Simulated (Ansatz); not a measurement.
K2TiCl6 (space group Fm-3m)

```yaml
crystal:
  lattice:
    - [0.00000, 4.86625, 4.86625]
    - [4.86625, 0.00000, 4.86625]
    - [4.86625, 4.86625, 0.00000]
  atoms:
    - { symbol: K, position: [0.25000, 0.25000, 0.25000] }
    - { symbol: K, position: [0.75000, 0.75000, 0.75000] }
    - { symbol: Ti, position: [0.00000, 0.00000, 0.00000] }
    - { symbol: Cl, position: [0.76029, 0.23971, 0.76029] }
    - { symbol: Cl, position: [0.23971, 0.76029, 0.23971] }
    - { symbol: Cl, position: [0.76029, 0.23971, 0.23971] }
    - { symbol: Cl, position: [0.23971, 0.76029, 0.76029] }
    - { symbol: Cl, position: [0.76029, 0.76029, 0.23971] }
    - { symbol: Cl, position: [0.23971, 0.23971, 0.76029] }
```

The slice is a {111} plane (indices of the conventional cell) through the point (0.750, 0.750, 0.750) (fractional), spanned by u = [100] and v = [-1 2 0] in vectors of this cell: u (6.88 Å) and v (11.92 Å, at 90° to u). It covers one period; positions are fractions (u, v).

These are PBEsol (plane waves to 420 eV, PAW, scalar-relativistic; Ansatz, a quantum-chemistry and plane-wave program) values and carry that method's errors. k mesh 6×6×6. These are valence fields of a PAW run, semicore shells included where kept as valence: close to a nucleus they are smooth pseudo fields. K2TiCl6 is run without spin polarisation. K2TiCl6 was relaxed with its symmetry unable to fall.

### Question
Predict the map of the electron localisation function (ELF) on the slice.

### Answer
```
|xx9999440022889999xx9999882200449999|
|999977000000558899999988550000007799|
|664400000000003377887733000000000044|
|000000113322000000110000002233110000|
|000044889988661100000011668899884400|
|003388999999996611001166999999998833|
|00449999xxxx99883300338899xxxx999944|
|11559988xxxx99994400449999xxxx889955|
|11559999xxxx99993300339999xxxx999955|
|002288999999998822002288999999998822|
|000033778888884400000044888888773300|
|332211113344110000000000114433111122|
|888855110000000044664400000000115588|
|999999661100007799999977000011669999|
|xxxx99882200339999xx99993300228899xx|
|xxxx999933005599xxxxxx995500339999xx|
|xx9999882200449999xx9999440022889999|
|999988550000007799999977000000558899|
|887733000000000044664400000000003377|
|110000002233110000000000113322000000|
|000011668899884400000044889988661100|
|001166999999998833003388999999996611|
|00338899xxxx99994400449999xxxx998833|
|00449999xxxx88995511559988xxxx999944|
|00339999xxxx99995511559999xxxx999933|
|002288999999998822002288999999998822|
|000044888888773300000033778888884400|
|000000114433111122332211113344110000|
|664400000000115588888855110000000044|
|999977000011669999999999661100007799|
|xx99993300228899xxxxxx99882200339999|
|xxxx995500339999xxxxxx999933005599xx|
```
Scale: ten equal steps from 0.01 (start of '0') to 0.89 (end of '9'), in the order '0123456789'. Values: electron localisation function (ELF). The map has 18 points along u (two characters each, u = 0 at the left) and 32 along v (v = 0 in the bottom row). Points within 0.5 Å of a nucleus are blanked (x), as the pseudised field means little there.
